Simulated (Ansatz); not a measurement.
**Squeezing Hf (bcc type)**

```
CELL_PARAMETERS angstrom
-1.74629 1.74629 1.74629
1.74629 -1.74629 1.74629
1.74629 1.74629 -1.74629
ATOMIC_POSITIONS crystal
Hf 0.00000 0.00000 0.00000
```

The cell comes from a relaxation on PAW files under the same functional, begun from a prototype that needn't be the stable phase.

Its volume is scaled at fixed shape and fractional positions.

All numbers are PBEsol results (scalar-relativistic) from Ansatz 0.2.0, with a Γ-centred 15×15×15 k mesh, Fermi–Dirac smearing of 0.08 eV, no spin polarisation. Methods: LAPW: all electrons, basis error target 1 meV/atom; PAW: frozen-core files, cutoff 420 eV; crystal datasets: all electrons, by PAW datasets that the program makes for each cell; norm-conserving: pseudopotentials, cutoff 789 eV; PAW (cutoff 300 eV): frozen-core files, cutoff 300 eV.

Energies are extrapolated to zero smearing and count from the unscaled cell; pressure is positive in compression; gaps take the mesh and a band path. No temperature or zero-point motion is included.

Spin–orbit coupling is left out, which matters for the heavy atoms. The PAW files were made under PBE. The structure type is held throughout; the real material can change phase at far lower pressure.

| V/V0 | V (Å³/atom) | P LAPW (GPa) | ΔE LAPW (eV/atom) | P PAW − LAPW (GPa) | ΔE PAW − LAPW (meV/atom) |
| --- | --- | --- | --- | --- | --- |
| 1.00 | 21.30 | 0.00 | 0.000 | -0.03 | 0.0 |
| 0.90 | 19.17 | 13.35 | 0.080 | -0.04 | -0.5 |
| 0.80 | 17.04 | 33.7 | 0.381 | -0.05 | -1.0 |
| 0.70 | 14.91 | 67.6 | ? | -0.11 | -1.9 |
| 0.60 | 12.78 | 129.8 | 2.299 | -0.22 | -4.2 |
| 0.50 | 10.65 | 251.7 | 4.728 | -0.51 | -8.4 |
| 0.40 | 8.52 | 544.6 | 9.733 | -1.57 | -21.1 |

(1) What belongs in the row "0.70", column "ΔE LAPW (eV/atom)"?

(2) At the smallest volume, how far do crystal datasets and norm-conserving and PAW (cutoff 300 eV) lie from LAPW in pressure?

(3) How do the Löwdin populations by LAPW change from the unscaled cell to the last row?

Answers

(1) 1.025.

(2) crystal datasets: 0.00 GPa; norm-conserving: -14.73 GPa; PAW (cutoff 300 eV): +13.56 GPa, on a LAPW pressure of 544.6 GPa.

(3) Hf 5s 1.95 → 1.80, Hf 6s 0.79 → 0.37, Hf 5p 5.97 → 5.69, Hf 5d 3.24 → 4.18, Hf 4f 14.00 → 13.95 electrons an atom. These are projections on the shells that the free atoms fill; 0.05 e a cell lies outside them at the start and 0.03 e at the end.
